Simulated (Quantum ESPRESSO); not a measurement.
W3MoS5Se3, input and log of a self-consistent run

A calculation, not a measurement. The program is pw.x of Quantum ESPRESSO 7.5 (plane-wave density functional theory). The cell is made up: 12 atoms on a layered 2H lattice, with randomly drawn elements, strain and displacements, not relaxed. PseudoDojo standard norm-conserving files (v0.5 for PBE, v0.4.1 for LDA and PBEsol) set the functional; there is no spin polarisation, spin-orbit coupling or dispersion term, and the masses in the input are unused placeholders.

Input:

```
&control calculation='scf', pseudo_dir='./dojo.nc.sr.pbe.v0_5.standard.upf', outdir='./o', disk_io='low', tprnfor=.true., tstress=.true. /
&system ibrav=0, nat=12, ntyp=4, nbnd=73, ecutwfc=107.82251126, nosym=.true., tot_charge=0,
 occupations='smearing', smearing='fd', degauss=0.0018374661
/
&electrons conv_thr=7.350e-09, electron_maxstep=60, /
ATOMIC_SPECIES
Mo 1.0 Mo.upf
S 1.0 S.upf
Se 1.0 Se.upf
W 1.0 W.upf
CELL_PARAMETERS angstrom
3.3038 -0.0153 -0.0036
-0.0264 5.6477 0.0334
-0.0141 0.0766 13.1676
ATOMIC_POSITIONS angstrom
W -0.0174 1.8419 3.269
W 1.7149 0.9604 9.8939
W 1.626 4.7748 3.3168
Mo -0.0735 3.7485 9.9104
S -0.0725 1.9839 8.295
Se -0.0226 1.9737 11.544
S 1.554 0.8591 1.6119
S 1.5916 1.0445 4.8974
Se 1.6823 4.8499 8.2987
S 1.6178 4.7872 11.6486
Se -0.0687 3.7308 1.6933
S -0.079 3.7765 4.9497
K_POINTS automatic
9 6 4 1 1 1
```

The log is shortened where brackets say so; the opening notice, blank lines, dates and the lines on written files are dropped, and the path of the files is cut. It prints rydbergs, bohrs and kilobars, and counts compression as positive stress. With no partly filled state, the Fermi energy that it prints is only some level between the filled and the empty states on the mesh, and need not lie in the true gap.

```
     Program PWSCF v.7.5
     Parallel version (MPI & OpenMP), running on       4 processor cores
     Number of MPI processes:                 4
     Threads/MPI process:                     1
     [start-up lines left out]
     bravais-lattice index     =            0
     lattice parameter (alat)  =       6.2433  a.u.
     unit-cell volume          =    1657.9208 (a.u.)^3
     number of atoms/cell      =           12
     number of atomic types    =            4
     number of electrons       =       134.00
     number of Kohn-Sham states=           73
     kinetic-energy cutoff     =     107.8225  Ry
     charge density cutoff     =     431.2900  Ry
     scf convergence threshold =      7.3E-09
     mixing beta               =       0.7000
     number of iterations used =            8  plain     mixing
     Exchange-correlation= PBE
                           (   1   4   3   4   0   0   0)
     [axes and pseudopotential details left out]
   Cartesian axes
     site n.     atom                  positions (alat units)
         1        W      tau(   1) = (  -0.0052666   0.5575032   0.9894555  )
         2        W      tau(   2) = (   0.5190631   0.2906923   2.9946692  )
         3        W      tau(   3) = (   0.4921550   1.4452285   1.0039235  )
         4        Mo     tau(   4) = (  -0.0222469   1.1345897   2.9996634  )
         5        S      tau(   5) = (  -0.0219442   0.6004835   2.5107168  )
         6        Se     tau(   6) = (  -0.0068405   0.5973962   3.4941187  )
         7        S      tau(   7) = (   0.4703621   0.2600310   0.4878872  )
         8        S      tau(   8) = (   0.4817428   0.3161475   1.4823369  )
         9        Se     tau(   9) = (   0.5091958   1.4679597   2.5118367  )
        10        S      tau(  10) = (   0.4896730   1.4489817   3.5257789  )
        11        Se     tau(  11) = (  -0.0207940   1.1292323   0.5125252  )
        12        S      tau(  12) = (  -0.0239116   1.1430647   1.4981670  )
     number of k points=   108  Fermi-Dirac smearing, width (Ry)=  0.0018
     Number of k-points >= 100: set verbosity='high' to print them.
     Dense  grid:   250825 G-vectors     FFT dimensions: (  45,  72, 180)
     Estimated max dynamical RAM per process >       1.39 GB
     Estimated total dynamical RAM >       5.39 GB
     Initial potential from superposition of free atoms
     starting charge     133.9967, renormalised to     134.0000
     Starting wfcs are   87 randomized atomic wfcs
     total cpu time spent up to now is       24.5 secs
     per-process dynamical memory:  1257.0 Mb
     Self-consistent Calculation
     iteration #  1     ecut=   107.82 Ry     beta= 0.70
     Davidson diagonalization with overlap
     ethr =  1.00E-02,  avg # of iterations =  2.0
     Threshold (ethr) on eigenvalues was too large:
     Diagonalizing with lowered threshold
     Davidson diagonalization with overlap
     ethr =  6.57E-04,  avg # of iterations =  2.0
     total cpu time spent up to now is      136.5 secs
     total energy              =   -1433.17557889 Ry
     estimated scf accuracy    <       0.89593761 Ry
     iteration #  2     ecut=   107.82 Ry     beta= 0.70
     Davidson diagonalization with overlap
     ethr =  6.69E-04,  avg # of iterations =  8.4
     total cpu time spent up to now is      229.2 secs
     total energy              =   -1432.11846058 Ry
     estimated scf accuracy    <      14.28437614 Ry
     iteration #  3     ecut=   107.82 Ry     beta= 0.70
     Davidson diagonalization with overlap
     c_bands:  1 eigenvalues not converged
     ethr =  6.69E-04,  avg # of iterations = 13.0
     total cpu time spent up to now is      312.3 secs
     total energy              =   -1433.15414130 Ry
     estimated scf accuracy    <       4.84596876 Ry
     iteration #  4     ecut=   107.82 Ry     beta= 0.70
     Davidson diagonalization with overlap
     c_bands:  2 eigenvalues not converged
     ethr =  6.69E-04,  avg # of iterations = 10.0
     total cpu time spent up to now is      389.2 secs
     total energy              =   -1433.63650265 Ry
     estimated scf accuracy    <       0.29858108 Ry
     iteration #  5     ecut=   107.82 Ry     beta= 0.70
     Davidson diagonalization with overlap
     ethr =  2.23E-04,  avg # of iterations =  8.9
     total cpu time spent up to now is      463.4 secs
     total energy              =   -1433.65836135 Ry
     estimated scf accuracy    <       0.16500400 Ry
     [iterations 6 to 17 left out]
     iteration # 18     ecut=   107.82 Ry     beta= 0.70
     Davidson diagonalization with overlap
     ethr =  7.35E-10,  avg # of iterations =  2.7
     total cpu time spent up to now is     1282.8 secs
     total energy              =   -1433.68145471 Ry
     estimated scf accuracy    <       0.00000009 Ry
     iteration # 19     ecut=   107.82 Ry     beta= 0.70
     Davidson diagonalization with overlap
     ethr =  6.43E-11,  avg # of iterations =  7.1
     total cpu time spent up to now is     1357.3 secs
     total energy              =   -1433.68145475 Ry
     estimated scf accuracy    <       0.00000029 Ry
     iteration # 20     ecut=   107.82 Ry     beta= 0.70
     Davidson diagonalization with overlap
     ethr =  6.43E-11,  avg # of iterations =  3.0
     total cpu time spent up to now is     1409.5 secs
     total energy              =   -1433.68145476 Ry
     estimated scf accuracy    <       0.00000005 Ry
     iteration # 21     ecut=   107.82 Ry     beta= 0.70
     Davidson diagonalization with overlap
     ethr =  3.90E-11,  avg # of iterations =  2.7
     total cpu time spent up to now is     1460.3 secs
     total energy              =   -1433.68145476 Ry
     estimated scf accuracy    <       0.00000001 Ry
     iteration # 22     ecut=   107.82 Ry     beta= 0.70
     Davidson diagonalization with overlap
     ethr =  9.95E-12,  avg # of iterations =  5.1
     total cpu time spent up to now is     1524.1 secs
     End of self-consistent calculation
     Number of k-points >= 100: set verbosity='high' to print the bands.
     the Fermi energy is    11.0777 ev
!    total energy              =   -1433.68145477 Ry
     estimated scf accuracy    <          7.0E-10 Ry
     smearing contrib. (-TS)   =      -0.00000000 Ry
     internal energy E=F+TS    =   -1433.68145476 Ry
     The total energy is F=E-TS. E is the sum of the following terms:
     one-electron contribution =    -864.79498009 Ry
     hartree contribution      =     474.06213124 Ry
     xc contribution           =    -296.50074363 Ry
     ewald contribution        =    -746.44786228 Ry
     convergence has been achieved in  22 iterations
     Forces acting on atoms (cartesian axes, Ry/au):
     atom    1 type  4   force =    -0.03422290   -0.00882232    0.03627195
     atom    2 type  4   force =    -0.07144128    0.04360003    0.03226779
     atom    3 type  4   force =    -0.03382204   -0.02425561    0.06395568
     atom    4 type  1   force =     0.04746730    0.09792214    0.03624282
     atom    5 type  2   force =     0.03240918   -0.02029020    0.03089250
     atom    6 type  3   force =     0.02575205   -0.03991363    0.03735357
     atom    7 type  2   force =     0.02214167    0.03015949    0.05359812
     atom    8 type  2   force =     0.01561353   -0.02899685   -0.04785837
     atom    9 type  3   force =    -0.03147156   -0.06427909   -0.04507162
     atom   10 type  2   force =    -0.00315328   -0.01725868   -0.09463548
     atom   11 type  3   force =     0.01370469    0.02762289   -0.03189046
     atom   12 type  2   force =     0.01702265    0.00451181   -0.07112650
     Total force =     0.258957     Total SCF correction =     0.000164
     Computing stress (Cartesian axis) and pressure
          total   stress  (Ry/bohr**3)                   (kbar)     P=      -40.02
  -0.00040885   0.00003720   0.00003724          -60.14        5.47        5.48
   0.00003720  -0.00013210  -0.00010977            5.47      -19.43      -16.15
   0.00003724  -0.00010977  -0.00027521            5.48      -16.15      -40.48
     init_run     :     23.23s CPU     23.91s WALL (       1 calls)
     electrons    :   1476.36s CPU   1499.65s WALL (       1 calls)
     forces       :     11.39s CPU     11.50s WALL (       1 calls)
     stress       :     39.50s CPU     40.43s WALL (       1 calls)
     [timing details left out]
     PWSCF        :  25m51.22s CPU  26m16.47s WALL
     JOB DONE.
```

In other units: free energy -19506.230 eV for the cell, pressure -4.00 GPa, largest force component 2.518 eV/Å. This run is the check on a run of the same cell at a cutoff of 1170 eV and k mesh 7 x 4 x 2: rerunning at a cutoff of 1467 eV and k mesh 9 x 6 x 4 moved values by no more than 0.003 eV in energy, 0.03 GPa in stress and 0.006 eV/Å in force.